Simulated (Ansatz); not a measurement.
**Relaxing a structure of P**

The start is a relaxed P cell displaced along its unstable phonon at q = (½, 0, 0) of its primitive reciprocal cell (71i cm⁻¹), largest move 0.15 Å. A full variable-cell relaxation at zero pressure is run with PBEsol (plane waves to 420 eV, PAW, scalar-relativistic; Ansatz, an electronic-structure program). The first steps use a coarse 11×11×6 k-mesh.

Input geometry:
```
P
1.0
    6.60324     0.00000     0.00000
   -1.65081     2.85929     0.00000
    0.00000     0.00000     6.17394
P
8
Direct
  0.01449   0.01449   0.47975
  0.48551   0.98551   0.52025
  0.98551   0.98551   0.97975
  0.51449   0.01449   0.02025
  0.33333   0.33333   0.73364
  0.83333   0.33333   0.76636
  0.16667   0.66667   0.26636
  0.66667   0.66667   0.23364
```

```json
{
  "energy_released": "0.20 to 0.21 eV/atom (the two k-meshes of the run give this range)",
  "relative_to_the_parent": "It does not go back: it reaches Pm-3m (No. 221), simple cubic type, 0.19 eV/atom below the parent",
  "Shortest distances (start → end)": "The closest pairs of elements (up to four, under 3.6 Å), start → end: P–P 2.28 → 2.42 Å",
  "band_gap_at_the_end": "zero (metallic)",
  "optimiser_moves": "18"
}
```

Relaxed structure:

Space group Pm-3m (No. 221); a = 2.4209 Å, b = 2.4209 Å, c = 2.4209 Å, α = 90.00°, β = 90.00°, γ = 90.00°

```
atom  site  symmetry       x       y       z
----  ----  --------  ------  ------  ------
P       1a      m-3m  0.0000  0.0000  0.0000
```

Final values are on a 19×19×19 k-mesh of the relaxed cell. No spin polarisation in the result. The relaxed primitive cell holds an odd number of electrons. A magnetic state may lie lower.

The run could not lose the symmetry of its start.

Of the parent cell (P6₃/mmc (No. 194)): it is a generated cell of P: the first start was made by placing the elements on the sites of a structure type, and the end was not matched to a known phase here, so it may be hypothetical. Known forms of P include space group No. 64.

The relaxed structure has the type that P is known to take under pressure; here it was relaxed at zero pressure, from a generated start.
